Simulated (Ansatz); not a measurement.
Given:

RuSi (FeSi type, space group P2_13)

```
CELL_PARAMETERS angstrom
      4.70473     0.00000     0.00000
      0.00000     4.70473     0.00000
      0.00000     0.00000     4.70473
ATOMIC_POSITIONS crystal
  Ru 0.12942 0.12942 0.12942
  Ru 0.62942 0.37058 0.87058
  Ru 0.87058 0.62942 0.37058
  Ru 0.37058 0.87058 0.62942
  Si 0.83761 0.83761 0.83761
  Si 0.33761 0.66239 0.16239
  Si 0.16239 0.33761 0.66239
  Si 0.66239 0.16239 0.33761
```

This relaxed cell (volume V₀) is scaled evenly in all directions, its shape held. The atoms relax within the cell's symmetry.

Level of theory: r2SCAN (plane waves to 500 eV, PAW, scalar-relativistic; Ansatz, a quantum-chemistry and plane-wave program). k mesh 10×10×10 (Γ-centred), Fermi-Dirac smearing 0.05 eV. Energies are smeared free energies. Compression counts positive. RuSi is run without spin polarisation. RuSi was relaxed with its symmetry unable to fall. The zero of ΔE is the relaxed starting cell.

The scan covers V/V₀ from 0.840 to 1.160 in 11 points.

Problem. What is the fitted pressure derivative B₀′?

Solution. 5.4.

Problem. What bulk modulus B₀ follows from a third-order Birch-Murnaghan fit?

Solution. 221 GPa.

(A scan under strain: stresses follow from slopes of the energy per volume, elastic moduli from its curvatures.)
